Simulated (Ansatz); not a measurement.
Starting cell, Ge (space group P4_32_12):

```
CELL_PARAMETERS angstrom
      5.87865     0.00000     0.00000
      0.00000     5.87865     0.00000
      0.00000     0.00000     6.89847
ATOMIC_POSITIONS crystal
  Ge 0.08823 0.08823 0.00000
  Ge 0.41177 0.58823 0.75000
  Ge 0.91177 0.91177 0.50000
  Ge 0.58823 0.41177 0.25000
  Ge 0.17202 0.36996 0.25632
  Ge 0.13004 0.67202 0.00632
  Ge 0.82798 0.63004 0.75632
  Ge 0.86996 0.32798 0.50632
  Ge 0.67202 0.13004 0.99368
  Ge 0.63004 0.82798 0.24368
  Ge 0.32798 0.86996 0.49368
  Ge 0.36996 0.17202 0.74368
```

A phonon eigenvector at Γ is frozen into this cell: atom i moves by Q times the vector below, so Q is the largest atomic displacement, in Å. The cell is held. It is one choice among 2 degenerate patterns.

```json
[
 {"atom": "Ge1", "x": "-0.508", "y": "0.795", "z": "0.332"},
 {"atom": "Ge2", "x": "0.508", "y": "0.795", "z": "-0.332"},
 {"atom": "Ge3", "x": "-0.508", "y": "0.795", "z": "-0.332"},
 {"atom": "Ge4", "x": "0.508", "y": "0.795", "z": "0.332"},
 {"atom": "Ge5", "x": "-0.677", "y": "-0.007", "z": "-0.254"},
 {"atom": "Ge6", "x": "0.134", "y": "-0.788", "z": "0.491"},
 {"atom": "Ge7", "x": "-0.677", "y": "-0.007", "z": "0.254"},
 {"atom": "Ge8", "x": "0.134", "y": "-0.788", "z": "-0.491"},
 {"atom": "Ge9", "x": "0.677", "y": "-0.007", "z": "-0.254"},
 {"atom": "Ge10", "x": "-0.134", "y": "-0.788", "z": "0.491"},
 {"atom": "Ge11", "x": "0.677", "y": "-0.007", "z": "0.254"},
 {"atom": "Ge12", "x": "-0.134", "y": "-0.788", "z": "-0.491"}
]
```

These are LDA (plane waves to 420 eV, PAW, scalar-relativistic; Ansatz, a program for electronic structure) values and carry that method's errors. k mesh 5×5×4 (Γ-centred), Fermi-Dirac smearing 0.05 eV. Energies are smeared free energies. Compression counts positive. Ge was relaxed with its symmetry unable to fall. This is one of several known forms of Ge; the measured ambient cells at hand have space group No. 227. ΔE is measured from the undisplaced structure.

```
Q (Å)   ΔE (meV/cell)  −dE/dQ from forces (eV/Å)  P (GPa)
------  -------------  -------------------------  -------
-0.100            963                     19.440     1.59
-0.083            667                     16.110     1.10
-0.067            426                     12.831     0.70
-0.050            239                      9.589      ___
-0.033            106                      6.376      ___
-0.017             27                      3.184     0.04
0.000               0                      0.000     0.00
0.017              27                     -3.184     0.04
0.033             106                     -6.376      ___
0.050             239                     -9.589      ___
0.067             426                    -12.831     0.70
0.083             667                    -16.110     1.10
0.100             963                    -19.440     1.59
```

Problem. Complete the blanks.

Solution. 
- -0.050, P (GPa): 0.39
- -0.033, P (GPa): 0.17
- 0.033, P (GPa): 0.17
- 0.050, P (GPa): 0.39

(A displaced cell: forces are minus the slopes of the energy, force constants its curvatures, and phonons follow from these.)
